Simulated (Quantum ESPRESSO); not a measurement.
# P2SiC2N2: input and log of a self-consistent run

Simulated, not a measurement. The program is pw.x of Quantum ESPRESSO 7.5 (plane-wave density functional theory). The cell is made up: 7 atoms on a zincblende/diamond lattice with one site empty, with randomly drawn elements, strain and displacements, not relaxed. PseudoDojo standard norm-conserving files (v0.5 for PBE, v0.4.1 for LDA and PBEsol) set the functional; there is no spin polarisation, spin-orbit coupling or dispersion term, and the masses in the input are unused placeholders. A spin-polarised start on this cell or one of its family kept no moment.

Input:

```
&control calculation='scf', pseudo_dir='./dojo.nc.sr.pbe.v0_5.standard.upf', outdir='./o', disk_io='medium', tprnfor=.true., tstress=.true. /
&system ibrav=0, nat=7, ntyp=4, nbnd=26, ecutwfc=84.00895049, nosym=.true., tot_charge=0,
 occupations='smearing', smearing='fd', degauss=0.0073498644
/
&electrons conv_thr=7.350e-09, electron_maxstep=60, /
ATOMIC_SPECIES
C 1.0 C.upf
N 1.0 N.upf
P 1.0 P.upf
Si 1.0 Si.upf
CELL_PARAMETERS angstrom
4.3493 0.0 0.0
0.0 4.3493 0.0
0.0 0.0 4.3493
ATOMIC_POSITIONS angstrom
P -0.0002 0.0423 0.0185
P -0.0387 2.213 2.0623
Si 2.0841 2.0603 0.0032
C 1.0722 1.0845 1.0455
N 0.9407 3.2528 3.2985
C 3.3212 1.1405 3.3803
N 3.2514 3.2515 1.106
K_POINTS automatic
6 6 6 1 1 1
```

The log is shortened where brackets say so; the opening notice, blank lines, dates and the lines on written files are dropped, and the path of the files is cut. It prints rydbergs, bohrs and kilobars, and counts compression as positive stress.

```
     Program PWSCF v.7.5
     Parallel version (MPI & OpenMP), running on       1 processor cores
     Number of MPI processes:                 1
     Threads/MPI process:                     1
     [start-up lines left out]
     bravais-lattice index     =            0
     lattice parameter (alat)  =       8.2190  a.u.
     unit-cell volume          =     555.2067 (a.u.)^3
     number of atoms/cell      =            7
     number of atomic types    =            4
     number of electrons       =        32.00
     number of Kohn-Sham states=           26
     kinetic-energy cutoff     =      84.0090  Ry
     charge density cutoff     =     336.0358  Ry
     scf convergence threshold =      7.3E-09
     mixing beta               =       0.7000
     number of iterations used =            8  plain     mixing
     Exchange-correlation= PBE
                           (   1   4   3   4   0   0   0)
     [axes and pseudopotential details left out]
   Cartesian axes
     site n.     atom                  positions (alat units)
         1        P      tau(   1) = (  -0.0000460   0.0097257   0.0042536  )
         2        P      tau(   2) = (  -0.0088980   0.5088175   0.4741683  )
         3        Si     tau(   3) = (   0.4791806   0.4737084   0.0007358  )
         4        C      tau(   4) = (   0.2465224   0.2493505   0.2403835  )
         5        N      tau(   5) = (   0.2162877   0.7478905   0.7583979  )
         6        C      tau(   6) = (   0.7636171   0.2622261   0.7772055  )
         7        N      tau(   7) = (   0.7475686   0.7475916   0.2542938  )
     number of k points=   108  Fermi-Dirac smearing, width (Ry)=  0.0073
     Number of k-points >= 100: set verbosity='high' to print them.
     Dense  grid:    57747 G-vectors     FFT dimensions: (  48,  48,  48)
     Estimated max dynamical RAM per process >      66.73 MB
     Initial potential from superposition of free atoms
     starting charge      31.9990, renormalised to      32.0000
     Starting wfcs are   28 randomized atomic wfcs
     total cpu time spent up to now is       12.5 secs
     per-process dynamical memory:    50.5 Mb
     Self-consistent Calculation
     iteration #  1     ecut=    84.01 Ry     beta= 0.70
     Davidson diagonalization with overlap
     ethr =  1.00E-02,  avg # of iterations =  3.1
     total cpu time spent up to now is       49.6 secs
     total energy              =    -100.78395464 Ry
     estimated scf accuracy    <       1.68065997 Ry
     iteration #  2     ecut=    84.01 Ry     beta= 0.70
     Davidson diagonalization with overlap
     ethr =  5.25E-03,  avg # of iterations =  2.0
     total cpu time spent up to now is       79.6 secs
     total energy              =    -101.11606030 Ry
     estimated scf accuracy    <       1.92644562 Ry
     iteration #  3     ecut=    84.01 Ry     beta= 0.70
     Davidson diagonalization with overlap
     ethr =  5.25E-03,  avg # of iterations =  1.9
     total cpu time spent up to now is       98.7 secs
     total energy              =    -101.47245526 Ry
     estimated scf accuracy    <       0.10755040 Ry
     iteration #  4     ecut=    84.01 Ry     beta= 0.70
     Davidson diagonalization with overlap
     ethr =  3.36E-04,  avg # of iterations =  2.1
     total cpu time spent up to now is      124.2 secs
     total energy              =    -101.49842114 Ry
     estimated scf accuracy    <       0.00881491 Ry
     iteration #  5     ecut=    84.01 Ry     beta= 0.70
     Davidson diagonalization with overlap
     ethr =  2.75E-05,  avg # of iterations =  6.8
     total cpu time spent up to now is      152.5 secs
     total energy              =    -101.49948793 Ry
     estimated scf accuracy    <       0.00262688 Ry
     [iterations 6 to 7 left out]
     iteration #  8     ecut=    84.01 Ry     beta= 0.70
     Davidson diagonalization with overlap
     ethr =  1.60E-07,  avg # of iterations =  2.0
     total cpu time spent up to now is      218.2 secs
     total energy              =    -101.50016673 Ry
     estimated scf accuracy    <       0.00000315 Ry
     iteration #  9     ecut=    84.01 Ry     beta= 0.70
     Davidson diagonalization with overlap
     ethr =  9.86E-09,  avg # of iterations =  2.3
     total cpu time spent up to now is      240.6 secs
     total energy              =    -101.50016766 Ry
     estimated scf accuracy    <       0.00000075 Ry
     iteration # 10     ecut=    84.01 Ry     beta= 0.70
     Davidson diagonalization with overlap
     ethr =  2.35E-09,  avg # of iterations =  2.0
     total cpu time spent up to now is      266.0 secs
     total energy              =    -101.50016780 Ry
     estimated scf accuracy    <       0.00000031 Ry
     iteration # 11     ecut=    84.01 Ry     beta= 0.70
     Davidson diagonalization with overlap
     ethr =  9.73E-10,  avg # of iterations =  2.0
     total cpu time spent up to now is      289.1 secs
     total energy              =    -101.50016786 Ry
     estimated scf accuracy    <       0.00000002 Ry
     iteration # 12     ecut=    84.01 Ry     beta= 0.70
     Davidson diagonalization with overlap
     ethr =  6.20E-11,  avg # of iterations =  2.5
     total cpu time spent up to now is      317.7 secs
     End of self-consistent calculation
     Number of k-points >= 100: set verbosity='high' to print the bands.
     the Fermi energy is     8.6151 ev
!    total energy              =    -101.50016786 Ry
     estimated scf accuracy    <          2.5E-09 Ry
     smearing contrib. (-TS)   =      -0.00244267 Ry
     internal energy E=F+TS    =    -101.49772519 Ry
     The total energy is F=E-TS. E is the sum of the following terms:
     one-electron contribution =       1.19305296 Ry
     hartree contribution      =      17.54186803 Ry
     xc contribution           =     -31.93058767 Ry
     ewald contribution        =     -88.30205851 Ry
     convergence has been achieved in  12 iterations
     Forces acting on atoms (cartesian axes, Ry/au):
     atom    1 type  3   force =    -0.02623833   -0.02400558   -0.03594940
     atom    2 type  3   force =    -0.02043156   -0.04852391    0.08653830
     atom    3 type  4   force =     0.05970640    0.08191831   -0.04996051
     atom    4 type  1   force =    -0.08560656   -0.00623245    0.05856212
     atom    5 type  2   force =    -0.00503510   -0.00586308    0.02263852
     atom    6 type  1   force =     0.03034295    0.00758345   -0.05737650
     atom    7 type  2   force =     0.04726219   -0.00487674   -0.02445252
     Total force =     0.209963     Total SCF correction =     0.000095
     Computing stress (Cartesian axis) and pressure
          total   stress  (Ry/bohr**3)                   (kbar)     P=     -213.77
  -0.00100161   0.00024171  -0.00018646         -147.34       35.56      -27.43
   0.00024171  -0.00171424  -0.00005519           35.56     -252.17       -8.12
  -0.00018646  -0.00005519  -0.00164377          -27.43       -8.12     -241.81
     init_run     :      9.54s CPU     12.33s WALL (       1 calls)
     electrons    :    270.92s CPU    305.20s WALL (       1 calls)
     forces       :      3.79s CPU      3.84s WALL (       1 calls)
     stress       :     14.20s CPU     14.28s WALL (       1 calls)
     [timing details left out]
     PWSCF        :   4m58.69s CPU   5m36.05s WALL
     JOB DONE.
```

In other units: free energy -1380.980 eV for the cell, pressure -21.38 GPa, largest force component 2.225 eV/Å. A rerun of a related cell, with the same atoms placed differently, at 1437 eV and a 8 x 8 x 8 mesh moved values by no more than 0.004 eV in energy, 0.12 GPa in stress and 0.019 eV/Å in force.